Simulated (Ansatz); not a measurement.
BPO4:
```xyz
6
Lattice="-2.1762 2.1762 3.3299 2.1762 -2.1762 3.3299 2.1762 2.1762 -3.3299" Properties=species:S:1:pos:R:3 pbc="T T T"
P      0.0000     0.0000     0.0000
B      0.0000     2.1762     1.6650
O      0.6031     1.1255     0.8450
O     -1.0507     1.5732     2.4849
O      1.5732     1.0507     4.1750
O      3.2270     0.6031    -0.8450
```

Relaxed with r²SCAN.

Map the valence electron density (e/Å³), cut off at 1 on the plane through (0.000, 0.000, 0.000) spanned by u = [1, 0, 1] and v = [1, 0, -1] in lattice vectors, from DFT-r²SCAN in the program Ansatz with PAW potentials.

x is the fraction of u, y of v (the angle between them is 90°; rows are the nearest grid lines); atoms in the plane: P at (0.00, 0.00), P at (0.50, 0.50), O at (0.24, 0.63), O at (0.74, 0.13).
```
|  -**+-:.     .:-+**-  |
|=-==-:..       .:-+##+=|
|%*=-:..        .:=#@@@%|
|@*-..         .:*@@@@@@|
|%=:.          .-%@@@@@%|
|+:.....        :=#@@@%+|
|-::::--:.      .:=+**+-|
|:-*@@@@@%=.      ...:::|
|-*@@@@@@@@+:..........-|
|:+@@@@@@@@%+=----::...:|
|.-#@@@@@@@%+=+++=-::...|
| .:-+#@@@*: .=##+=-:.  |
|    .:-++-. .-++=:..   |
|    .:=#@@@%*=-:..     |
|    :=#@@@@@*=:.       |
|   .-%@@@@@@+:.        |
|   .-*@@@@@#-..        |
|    .:=+**+-::::--:.   |
|     .::---::-+#%%*-:. |
|.      ....-+@@@@@@@#-.|
|=::::......-*@@@@@@@@*=|
|+=+++=-::...-#@@@@@@@%+|
|--+#*+=-:...:=#@@@@@@+-|
|  -**+-:.     .:-+**-  |
```
Scale: ten equal steps from 0.014 (start of ' ') to 1.00 (end of '@'), in the order ' .:-=+*#%@'; x runs from 0.000 to 1.00, y from 0.000 (bottom) to 1.00 (top).

The density is the valence pseudo-density with augmentation charge, so density and ELF within about 1 Å of a nucleus are not all-electron values.

Space group I-4. The workflow started from an entry of the Crystallography Open Database (COD), which files this formula under 2 space groups. Whether it is the stable phase at ambient conditions was not checked. The cell was relaxed with r²SCAN under the symmetry of its start; whether a distortion lowers the energy is not shown.

Potentials: the later of the program's two PAW sets.
